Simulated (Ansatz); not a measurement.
Input:

Si₂Ni:
```cif
data_NiSi2
_chemical_formula_sum 'Si2 Ni1'
_space_group_name_H-M_alt 'P 1'
_space_group_IT_number 1
_cell_length_a 3.78193
_cell_length_b 3.78193
_cell_length_c 3.78193
_cell_angle_alpha 60.000
_cell_angle_beta 60.000
_cell_angle_gamma 60.000
loop_
_space_group_symop_operation_xyz
  'x, y, z'
loop_
_atom_site_label
_atom_site_type_symbol
_atom_site_fract_x
_atom_site_fract_y
_atom_site_fract_z
_atom_site_occupancy
Si1 Si 0.25000 0.25000 0.25000 1
Si2 Si 0.75000 0.75000 0.75000 1
Ni1 Ni 0.00000 0.00000 0.00000 1
```

This is the LDA-relaxed structure.

Q: All from plane-wave PAW LDA (Ansatz code), unless another level is named. Estimate the electronic character.

A: metallic (no gap).

Q: And the density of states at the Fermi level?

A: 0.28 states/eV per atom (mean over ±0.08 eV).

Q: Predict the formation energy from the elements (no fitted shifts).

A: -0.47 eV/atom.

Space group Fm-3m (fluorite or antifluorite type). The cell was relaxed with LDA under the symmetry of its start; of distortions, only those at the zone centre were tested. The run is not spin-polarised. The references are the lowest solids computed at this level, not always the standard phases.

Potentials: the later of the program's two PAW sets.
